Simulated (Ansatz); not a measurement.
# Compressing Sr$_{2}$CdPt$_{2}$: a fit and a missing row

Sr$_{2}$CdPt$_{2}$, Immm, a = 4.527 Å, b = 5.869 Å, c = 9.083 Å. The structure is a COD entry; whether it is the stable form wasn't checked. Ansatz: PBEsol, PAW, 420 eV, Γ-centred 10×10×10 mesh on 5 atoms, Gaussian smearing 0.10 eV; no spin polarisation. Shape and atoms are relaxed at each volume; pressure is positive in compression.

| V (Å³/atom) | P (GPa) |
| --- | --- |
| 21.957 | 8.25 |
| 22.681 | ? |
| 23.405 | 2.30 |
| 24.129 | 0.00 |
| 24.852 | -1.93 |
| 25.576 | -3.53 |

Take V0 = 24.129 Å³/atom, fit the third-order Birch–Murnaghan form to the other rows, and predict the missing pressure.

With the Eulerian strain f = ½[(V0/V)^(2/3) − 1] and y = P/[3f(1 + 2f)^(5/2)], the form is the line y = B0 + 1.5 B0 (B0′ − 4) f. Rows (f, y): 0.03245, 72.4; 0.01026, 71.0; -0.00975, 69.3; -0.01904, 68.1. Means f = 0.003480, y = 70.200; Σ(Δf)² = 0.001567, ΣΔfΔy = 0.1284; the slope is their ratio. y = 69.92 + 81.89 f GPa, so B0 = 69.9 GPa and B0′ = 4 + 2 × (81.89)/(3 × 69.92) = 4.78. At V = 22.681, f = 0.02106, y = 71.64 and P = 5.02 GPa. The run gave 5.03 GPa, so the fit is 0.01 GPa too low, within the rms miss on the fitted rows (0.01 GPa).

Spin–orbit coupling is left out, which can shift energies with elements as heavy as these.

Cost: 6 runs of about 24 core-minutes in all, on Arm Neoverse V1 (shared hosts).